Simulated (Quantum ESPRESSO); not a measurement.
# AlSiGeN3O: finding a planted mistake in a log

Computed values, not a measurement. The program is pw.x of Quantum ESPRESSO 7.5 (plane-wave density functional theory). The cell is made up: 7 atoms on a wurtzite lattice with one site empty, with randomly drawn elements, strain and displacements, not relaxed. PseudoDojo standard norm-conserving files (v0.5 for PBE, v0.4.1 for LDA and PBEsol) set the functional; there is no spin polarisation, spin-orbit coupling or dispersion term, and the masses in the input are unused placeholders.

Intended input:

```
&control calculation='scf', pseudo_dir='./dojo.nc.sr.pbe.v0_5.standard.upf', outdir='./o', disk_io='medium', tprnfor=.true., tstress=.true. /
&system ibrav=0, nat=7, ntyp=5, nbnd=27, ecutwfc=84.00895049, nosym=.true., tot_charge=0,
 occupations='smearing', smearing='fd', degauss=0.0018374661
/
&electrons conv_thr=7.350e-09, electron_maxstep=60, /
ATOMIC_SPECIES
Al 1.0 Al.upf
Ge 1.0 Ge.upf
N 1.0 N.upf
O 1.0 O.upf
Si 1.0 Si.upf
CELL_PARAMETERS angstrom
2.9711 0.0179 -0.0216
0.031 5.3354 -0.0582
-0.0352 -0.0548 5.0082
ATOMIC_POSITIONS angstrom
Al 0.0168 -0.0233 0.0068
Si 1.4714 2.6938 -0.0531
Ge 1.4912 0.8723 2.5054
N -0.0318 -0.0293 1.9061
O 1.4855 2.6417 1.8592
N 1.437 0.8405 4.3999
N 0.0004 3.5109 4.373
K_POINTS automatic
6 4 4 1 1 1
```

The log is shortened where brackets say so; the opening notice, blank lines, dates and the lines on written files are dropped, and the path of the files is cut. It prints rydbergs, bohrs and kilobars, and counts compression as positive stress. Where no state is partly filled, the Fermi energy that it prints is only some level between the filled and the empty states on the mesh, and need not lie in the true gap.

Log of the intended run:

```
     Program PWSCF v.7.5
     Parallel version (MPI & OpenMP), running on       1 processor cores
     Number of MPI processes:                 1
     Threads/MPI process:                     1
     [start-up lines left out]
     bravais-lattice index     =            0
     lattice parameter (alat)  =       5.6148  a.u.
     unit-cell volume          =     535.6408 (a.u.)^3
     number of atoms/cell      =            7
     number of atomic types    =            5
     number of electrons       =        42.00
     number of Kohn-Sham states=           27
     kinetic-energy cutoff     =      84.0090  Ry
     charge density cutoff     =     336.0358  Ry
     scf convergence threshold =      7.3E-09
     mixing beta               =       0.7000
     number of iterations used =            8  plain     mixing
     Exchange-correlation= PBE
                           (   1   4   3   4   0   0   0)
     [axes and pseudopotential details left out]
   Cartesian axes
     site n.     atom                  positions (alat units)
         1        Al     tau(   1) = (   0.0056542  -0.0078419   0.0022886  )
         2        Si     tau(   2) = (   0.4952154   0.9066272  -0.0178714  )
         3        Ge     tau(   3) = (   0.5018793   0.2935819   0.8432191  )
         4        N      tau(   4) = (  -0.0107026  -0.0098612   0.6415183  )
         5        O      tau(   5) = (   0.4999609   0.8890923   0.6257336  )
         6        N      tau(   6) = (   0.4836377   0.2828792   1.4808333  )
         7        N      tau(   7) = (   0.0001346   1.1816309   1.4717798  )
     number of k points=    48  Fermi-Dirac smearing, width (Ry)=  0.0018
                       cart. coord. in units 2pi/alat
        k(    1) = (   0.0834646   0.0699500   0.0755112), wk =   0.0416667
        k(    2) = (   0.0845333   0.0715620   0.2238547), wk =   0.0416667
     [further k points left out]
     Dense  grid:    55775 G-vectors     FFT dimensions: (  36,  60,  60)
     Estimated max dynamical RAM per process >      70.45 MB
     Initial potential from superposition of free atoms
     starting charge      41.9961, renormalised to      42.0000
     Starting wfcs are   33 randomized atomic wfcs
     total cpu time spent up to now is       11.2 secs
     per-process dynamical memory:    53.7 Mb
     Self-consistent Calculation
     iteration #  1     ecut=    84.01 Ry     beta= 0.70
     Davidson diagonalization with overlap
     ethr =  1.00E-02,  avg # of iterations =  3.0
     total cpu time spent up to now is       34.9 secs
     total energy              =    -286.43004859 Ry
     estimated scf accuracy    <       1.98087834 Ry
     iteration #  2     ecut=    84.01 Ry     beta= 0.70
     Davidson diagonalization with overlap
     ethr =  4.72E-03,  avg # of iterations =  2.6
     total cpu time spent up to now is       56.9 secs
     total energy              =    -286.90454114 Ry
     estimated scf accuracy    <       2.13841193 Ry
     [iterations 3 to 10 left out]
     iteration # 11     ecut=    84.01 Ry     beta= 0.70
     Davidson diagonalization with overlap
     ethr =  1.06E-09,  avg # of iterations =  2.0
     total cpu time spent up to now is      242.3 secs
     total energy              =    -287.31724106 Ry
     estimated scf accuracy    <       0.00000002 Ry
     iteration # 12     ecut=    84.01 Ry     beta= 0.70
     Davidson diagonalization with overlap
     ethr =  4.90E-11,  avg # of iterations =  3.8
     total cpu time spent up to now is      259.0 secs
     End of self-consistent calculation
     [lines on levels left out]
     the Fermi energy is    10.3081 ev
!    total energy              =    -287.31724107 Ry
     estimated scf accuracy    <          6.7E-09 Ry
     smearing contrib. (-TS)   =      -0.00000000 Ry
     internal energy E=F+TS    =    -287.31724107 Ry
     The total energy is F=E-TS. E is the sum of the following terms:
     one-electron contribution =    -131.98341849 Ry
     hartree contribution      =      93.63618864 Ry
     xc contribution           =     -75.96103800 Ry
     ewald contribution        =    -173.00897321 Ry
     convergence has been achieved in  12 iterations
     Forces acting on atoms (cartesian axes, Ry/au):
     atom    1 type  1   force =    -0.01901369   -0.04729330    0.05044092
     atom    2 type  5   force =     0.02697507    0.04403252    0.08292945
     atom    3 type  2   force =    -0.03328006    0.03106783   -0.07119806
     atom    4 type  3   force =     0.03396063    0.03635462   -0.01495245
     atom    5 type  4   force =    -0.00088836   -0.06350522   -0.11629249
     atom    6 type  3   force =     0.01879235    0.09936587   -0.00249415
     atom    7 type  3   force =    -0.02654593   -0.10002232    0.07156679
     Total force =     0.261052     Total SCF correction =     0.000173
     Computing stress (Cartesian axis) and pressure
          total   stress  (Ry/bohr**3)                   (kbar)     P=      -34.38
   0.00043607  -0.00019782   0.00004318           64.15      -29.10        6.35
  -0.00019782  -0.00041129   0.00028967          -29.10      -60.50       42.61
   0.00004318   0.00028967  -0.00072586            6.35       42.61     -106.78
     init_run     :     10.72s CPU     10.90s WALL (       1 calls)
     electrons    :    238.34s CPU    247.81s WALL (       1 calls)
     forces       :      3.42s CPU      3.46s WALL (       1 calls)
     stress       :     10.37s CPU     10.44s WALL (       1 calls)
     [timing details left out]
     PWSCF        :   4m23.23s CPU   4m33.19s WALL
     JOB DONE.
```

A second run was made from an input with one planted mistake. Its log:

```
     Program PWSCF v.7.5
     Parallel version (MPI & OpenMP), running on       1 processor cores
     Number of MPI processes:                 1
     Threads/MPI process:                     1
     [start-up lines left out]
     bravais-lattice index     =            0
     lattice parameter (alat)  =       5.6148  a.u.
     unit-cell volume          =     535.6408 (a.u.)^3
     number of atoms/cell      =            7
     number of atomic types    =            5
     number of electrons       =        42.00
     number of Kohn-Sham states=           27
     kinetic-energy cutoff     =      84.0090  Ry
     charge density cutoff     =     336.0358  Ry
     scf convergence threshold =      7.3E-09
     mixing beta               =       0.7000
     number of iterations used =            8  plain     mixing
     Exchange-correlation= PBE
                           (   1   4   3   4   0   0   0)
     [axes and pseudopotential details left out]
   Cartesian axes
     site n.     atom                  positions (alat units)
         1        Al     tau(   1) = (   0.0056542  -0.0078419   0.0022886  )
         2        Si     tau(   2) = (   0.4952154   0.9066272  -0.0178714  )
         3        Ge     tau(   3) = (   0.5018793   0.2935819   0.8432191  )
         4        N      tau(   4) = (  -0.0107026  -0.0098612   0.6415183  )
         5        O      tau(   5) = (   0.4999609   0.8890923   0.6257336  )
         6        N      tau(   6) = (   0.4836377   0.2828792   1.4808333  )
         7        N      tau(   7) = (   0.0001346   1.1816309   1.4717798  )
     number of k points=     4  Fermi-Dirac smearing, width (Ry)=  0.0018
                       cart. coord. in units 2pi/alat
        k(    1) = (   0.2502733   0.1394221   0.1516030), wk =   0.5000000
        k(    2) = (   0.2481358   0.1361982  -0.1450841), wk =   0.5000000
     [further k points left out]
     Dense  grid:    55775 G-vectors     FFT dimensions: (  36,  60,  60)
     Estimated max dynamical RAM per process >      70.45 MB
     Initial potential from superposition of free atoms
     starting charge      41.9961, renormalised to      42.0000
     Starting wfcs are   33 randomized atomic wfcs
     total cpu time spent up to now is        3.4 secs
     per-process dynamical memory:    52.4 Mb
     Self-consistent Calculation
     iteration #  1     ecut=    84.01 Ry     beta= 0.70
     Davidson diagonalization with overlap
     ethr =  1.00E-02,  avg # of iterations =  3.0
     total cpu time spent up to now is        5.3 secs
     total energy              =    -286.53598888 Ry
     estimated scf accuracy    <       1.89902361 Ry
     iteration #  2     ecut=    84.01 Ry     beta= 0.70
     Davidson diagonalization with overlap
     ethr =  4.52E-03,  avg # of iterations =  2.0
     total cpu time spent up to now is        7.1 secs
     total energy              =    -287.00054902 Ry
     estimated scf accuracy    <       2.03163149 Ry
     [iterations 3 to 10 left out]
     iteration # 11     ecut=    84.01 Ry     beta= 0.70
     Davidson diagonalization with overlap
     ethr =  1.08E-09,  avg # of iterations =  2.0
     total cpu time spent up to now is       24.2 secs
     total energy              =    -287.38843536 Ry
     estimated scf accuracy    <       0.00000001 Ry
     iteration # 12     ecut=    84.01 Ry     beta= 0.70
     Davidson diagonalization with overlap
     ethr =  2.67E-11,  avg # of iterations =  5.0
     total cpu time spent up to now is       26.3 secs
     End of self-consistent calculation
     [lines on levels left out]
     the Fermi energy is     9.7111 ev
!    total energy              =    -287.38843536 Ry
     estimated scf accuracy    <          6.0E-09 Ry
     smearing contrib. (-TS)   =       0.00000000 Ry
     internal energy E=F+TS    =    -287.38843536 Ry
     The total energy is F=E-TS. E is the sum of the following terms:
     one-electron contribution =    -131.99553599 Ry
     hartree contribution      =      93.54593693 Ry
     xc contribution           =     -75.92986308 Ry
     ewald contribution        =    -173.00897321 Ry
     convergence has been achieved in  12 iterations
     Forces acting on atoms (cartesian axes, Ry/au):
     atom    1 type  1   force =    -0.01831715   -0.05254143    0.05331120
     atom    2 type  5   force =     0.02657576    0.03664399    0.09037948
     atom    3 type  2   force =    -0.03246192    0.03353621   -0.07133705
     atom    4 type  3   force =     0.03294715    0.02854124   -0.01469883
     atom    5 type  4   force =    -0.00077564   -0.06549593   -0.11695297
     atom    6 type  3   force =     0.01850479    0.10865771   -0.00528695
     atom    7 type  3   force =    -0.02647300   -0.08934179    0.06458513
     Total force =     0.261799     Total SCF correction =     0.000121
     Computing stress (Cartesian axis) and pressure
          total   stress  (Ry/bohr**3)                   (kbar)     P=      -42.55
   0.00000652  -0.00019358   0.00004301            0.96      -28.48        6.33
  -0.00019358  -0.00024180   0.00024697          -28.48      -35.57       36.33
   0.00004301   0.00024697  -0.00063246            6.33       36.33      -93.04
     init_run     :      2.96s CPU      3.09s WALL (       1 calls)
     electrons    :     21.43s CPU     22.98s WALL (       1 calls)
     forces       :      0.41s CPU      0.44s WALL (       1 calls)
     stress       :      1.45s CPU      1.48s WALL (       1 calls)
     [timing details left out]
     PWSCF        :     26.53s CPU     28.45s WALL
     JOB DONE.
```

Question: what was wrong in the second input?

Answer: the k-point mesh is too coarse. The input lines that differ, file-writing options aside:

```
- 6 4 4 1 1 1
+ 2 2 2 1 1 1
```

|  | intended run | run with the mistake |
| --- | --- | --- |
| free energy (eV) | -3909.150 | -3910.119 |
| smearing term -TS (eV) | 0.0000 | 0.0000 |
| pressure (GPa) | -3.44 | -4.25 |
| largest force component (eV/Å) | 2.990 | 3.007 |
| largest change of a force component (eV/Å) |  | 0.275 |
| iterations | 12 | 12 |

For scale, a rerun of the intended cell at 1437 eV and a 8 x 6 x 6 mesh moved values by no more than 0.002 eV in energy, 0.02 GPa in stress and 0.004 eV/Å in force.